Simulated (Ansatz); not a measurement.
SnPt (NiAs type, P6_3/mmc) under volume change, DFT-PBEsol in the program Ansatz with PAW potentials, shape and atoms relaxed at each volume.

```tsv
V (Å³/atom)	E − E(relaxed) (meV/atom)	P (GPa)
18.233	89.7	17.56
18.834	?	?
19.435	8.7	4.80
20.036	0.0	0.00
20.637	7.7	-3.96
21.238	?	?
21.839	61.1	-9.91
```

What belongs in the gaps?


- 18.834, E − E(relaxed) (meV/atom): 37.2
- 18.834, P (GPa): 10.59
- 21.238, E − E(relaxed) (meV/atom): 28.8
- 21.238, P (GPa): -7.23

What does a third-order Birch–Murnaghan fit give for V₀, B₀ and B′?

V₀ = 20.04 Å³/atom, B₀ = 145 GPa, B′ = 5.3.

The first step of the workflow began from a Materials Project structure, measured or hypothetical; the Crystallography Open Database files this formula in space group No. 194, but the cells were not matched. Its standing as an ambient phase is unchecked. The cell was relaxed with PBEsol under the symmetry of its start; whether a distortion lowers the energy is not shown. No spin polarisation was allowed. Spin–orbit coupling is left out wherever it is not named.

Potentials: the later of the program's two PAW sets.
